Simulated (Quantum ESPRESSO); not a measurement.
## Si3O4NF (input and log of a self-consistent run)

Computed values, not a measurement. The program is pw.x of Quantum ESPRESSO 7.5 (plane-wave density functional theory). The cell is made up: 9 atoms on a quartz lattice, with randomly drawn elements, strain and displacements, not relaxed. PseudoDojo standard norm-conserving files (v0.5 for PBE, v0.4.1 for LDA and PBEsol) set the functional; there is no spin polarisation, spin-orbit coupling or dispersion term, and the masses in the input are unused placeholders.

Input:

```
&control calculation='scf', pseudo_dir='./dojo.nc.sr.pbe.v0_5.standard.upf', outdir='./o', disk_io='low', tprnfor=.true., tstress=.true. /
&system ibrav=0, nat=9, ntyp=4, nbnd=30, ecutwfc=105.61755193, nosym=.true., tot_charge=0,
 occupations='smearing', smearing='fd', degauss=0.0018374661
/
&electrons conv_thr=7.350e-09, electron_maxstep=60, /
ATOMIC_SPECIES
F 1.0 F.upf
N 1.0 N.upf
O 1.0 O.upf
Si 1.0 Si.upf
CELL_PARAMETERS angstrom
4.9228 -0.041 0.0477
-2.4969 4.3253 -0.0252
0.0524 -0.0017 5.3206
ATOMIC_POSITIONS angstrom
Si 2.2706 -0.0183 3.4894
Si -1.1682 2.0571 1.7616
Si 1.365 2.3365 -0.102
O 1.4278 1.0321 4.0436
O 3.2564 0.6414 2.4827
O 2.6021 2.5317 0.6646
O 0.2607 1.7334 1.103
N -1.0219 3.2 2.8837
F 0.76 3.7478 4.8402
K_POINTS automatic
7 7 6 1 1 1
```

The log is shortened where brackets say so; the opening notice, blank lines, dates and the lines on written files are dropped, and the path of the files is cut. It prints rydbergs, bohrs and kilobars, and counts compression as positive stress. With no partly filled state, the Fermi energy that it prints is only some level between the filled and the empty states on the mesh, and need not lie in the true gap.

```
     Program PWSCF v.7.5
     Parallel version (MPI & OpenMP), running on       4 processor cores
     Number of MPI processes:                 4
     Threads/MPI process:                     1
     [start-up lines left out]
     bravais-lattice index     =            0
     lattice parameter (alat)  =       9.3035  a.u.
     unit-cell volume          =     760.7660 (a.u.)^3
     number of atoms/cell      =            9
     number of atomic types    =            4
     number of electrons       =        48.00
     number of Kohn-Sham states=           30
     kinetic-energy cutoff     =     105.6176  Ry
     charge density cutoff     =     422.4702  Ry
     scf convergence threshold =      7.3E-09
     mixing beta               =       0.7000
     number of iterations used =            8  plain     mixing
     Exchange-correlation= PBE
                           (   1   4   3   4   0   0   0)
     [axes and pseudopotential details left out]
   Cartesian axes
     site n.     atom                  positions (alat units)
         1        Si     tau(   1) = (   0.4612039  -0.0037171   0.7087664  )
         2        Si     tau(   2) = (  -0.2372846   0.4178378   0.3578159  )
         3        Si     tau(   3) = (   0.2772586   0.4745895  -0.0207182  )
         4        O      tau(   4) = (   0.2900145   0.2096400   0.8213354  )
         5        O      tau(   5) = (   0.6614395   0.1302811   0.5042856  )
         6        O      tau(   6) = (   0.5285382   0.5142385   0.1349935  )
         7        O      tau(   7) = (   0.0529533   0.3520879   0.2240412  )
         8        N      tau(   8) = (  -0.2075682   0.6499835   0.5857367  )
         9        F      tau(   9) = (   0.1543711   0.7612526   0.9831407  )
     number of k points=   147  Fermi-Dirac smearing, width (Ry)=  0.0018
     Number of k-points >= 100: set verbosity='high' to print them.
     Dense  grid:   111571 G-vectors     FFT dimensions: (  64,  64,  72)
     Estimated max dynamical RAM per process >     378.81 MB
     Estimated total dynamical RAM >       1.40 GB
     Initial potential from superposition of free atoms
     starting charge      47.9981, renormalised to      48.0000
     Starting wfcs are   36 randomized atomic wfcs
     total cpu time spent up to now is        7.6 secs
     per-process dynamical memory:   333.1 Mb
     Self-consistent Calculation
     iteration #  1     ecut=   105.62 Ry     beta= 0.70
     Davidson diagonalization with overlap
     ethr =  1.00E-02,  avg # of iterations =  3.2
     total cpu time spent up to now is       25.6 secs
     total energy              =    -226.98936655 Ry
     estimated scf accuracy    <       2.93681889 Ry
     iteration #  2     ecut=   105.62 Ry     beta= 0.70
     Davidson diagonalization with overlap
     ethr =  6.12E-03,  avg # of iterations =  2.8
     total cpu time spent up to now is       43.0 secs
     total energy              =    -227.68592378 Ry
     estimated scf accuracy    <       2.35027943 Ry
     iteration #  3     ecut=   105.62 Ry     beta= 0.70
     Davidson diagonalization with overlap
     ethr =  4.90E-03,  avg # of iterations =  2.0
     total cpu time spent up to now is       57.4 secs
     total energy              =    -228.17258152 Ry
     estimated scf accuracy    <       0.10021431 Ry
     iteration #  4     ecut=   105.62 Ry     beta= 0.70
     Davidson diagonalization with overlap
     ethr =  2.09E-04,  avg # of iterations =  6.3
     total cpu time spent up to now is       76.1 secs
     total energy              =    -228.19367268 Ry
     estimated scf accuracy    <       0.01145053 Ry
     iteration #  5     ecut=   105.62 Ry     beta= 0.70
     Davidson diagonalization with overlap
     ethr =  2.39E-05,  avg # of iterations =  6.7
     total cpu time spent up to now is       95.4 secs
     total energy              =    -228.19567942 Ry
     estimated scf accuracy    <       0.00108438 Ry
     [iterations 6 to 7 left out]
     iteration #  8     ecut=   105.62 Ry     beta= 0.70
     Davidson diagonalization with overlap
     ethr =  3.80E-08,  avg # of iterations =  2.0
     total cpu time spent up to now is      148.2 secs
     total energy              =    -228.19591988 Ry
     estimated scf accuracy    <       0.00000199 Ry
     iteration #  9     ecut=   105.62 Ry     beta= 0.70
     Davidson diagonalization with overlap
     ethr =  4.15E-09,  avg # of iterations =  2.0
     total cpu time spent up to now is      164.3 secs
     total energy              =    -228.19591995 Ry
     estimated scf accuracy    <       0.00000059 Ry
     iteration # 10     ecut=   105.62 Ry     beta= 0.70
     Davidson diagonalization with overlap
     ethr =  1.23E-09,  avg # of iterations =  2.0
     total cpu time spent up to now is      179.6 secs
     total energy              =    -228.19592003 Ry
     estimated scf accuracy    <       0.00000004 Ry
     iteration # 11     ecut=   105.62 Ry     beta= 0.70
     Davidson diagonalization with overlap
     ethr =  7.74E-11,  avg # of iterations =  2.5
     total cpu time spent up to now is      197.3 secs
     total energy              =    -228.19592004 Ry
     estimated scf accuracy    <          8.8E-09 Ry
     iteration # 12     ecut=   105.62 Ry     beta= 0.70
     Davidson diagonalization with overlap
     ethr =  1.83E-11,  avg # of iterations =  2.0
     total cpu time spent up to now is      213.8 secs
     End of self-consistent calculation
     Number of k-points >= 100: set verbosity='high' to print the bands.
     the Fermi energy is     6.7138 ev
!    total energy              =    -228.19592004 Ry
     estimated scf accuracy    <          9.4E-10 Ry
     smearing contrib. (-TS)   =       0.00000000 Ry
     internal energy E=F+TS    =    -228.19592004 Ry
     The total energy is F=E-TS. E is the sum of the following terms:
     one-electron contribution =    -106.90730489 Ry
     hartree contribution      =      79.53366214 Ry
     xc contribution           =     -61.28286713 Ry
     ewald contribution        =    -139.53941016 Ry
     convergence has been achieved in  12 iterations
     Forces acting on atoms (cartesian axes, Ry/au):
     atom    1 type  4   force =     0.17122638   -0.02905297   -0.09637417
     atom    2 type  4   force =    -0.00740298    0.02281276    0.02240945
     atom    3 type  4   force =    -0.22105681   -0.26654496   -0.02457705
     atom    4 type  3   force =    -0.18715462    0.37343583    0.25393054
     atom    5 type  3   force =     0.08679757    0.00381075   -0.06172054
     atom    6 type  3   force =     0.23247869    0.02303687    0.09919973
     atom    7 type  3   force =     0.06374200    0.02250850   -0.13434478
     atom    8 type  2   force =    -0.14718317   -0.20816015   -0.04469130
     atom    9 type  1   force =     0.00855295    0.05815337   -0.01383188
     Total force =     0.754345     Total SCF correction =     0.000032
     Computing stress (Cartesian axis) and pressure
          total   stress  (Ry/bohr**3)                   (kbar)     P=      204.82
   0.00170519   0.00004858   0.00021426          250.84        7.15       31.52
   0.00004858   0.00180673   0.00063954            7.15      265.78       94.08
   0.00021426   0.00063954   0.00066509           31.52       94.08       97.84
     init_run     :      7.35s CPU      7.57s WALL (       1 calls)
     electrons    :    205.77s CPU    206.22s WALL (       1 calls)
     forces       :      2.18s CPU      2.19s WALL (       1 calls)
     stress       :      7.55s CPU      7.55s WALL (       1 calls)
     [timing details left out]
     PWSCF        :   3m42.95s CPU   3m43.71s WALL
     JOB DONE.
```

In other units: free energy -3104.764 eV for the cell, pressure 20.48 GPa, largest force component 9.601 eV/Å. This run is the check on a run of the same cell at a cutoff of 1143 eV and k mesh 5 x 5 x 4: rerunning at a cutoff of 1437 eV and k mesh 7 x 7 x 6 moved values by no more than 0.003 eV in energy, 0.02 GPa in stress and 0.002 eV/Å in force.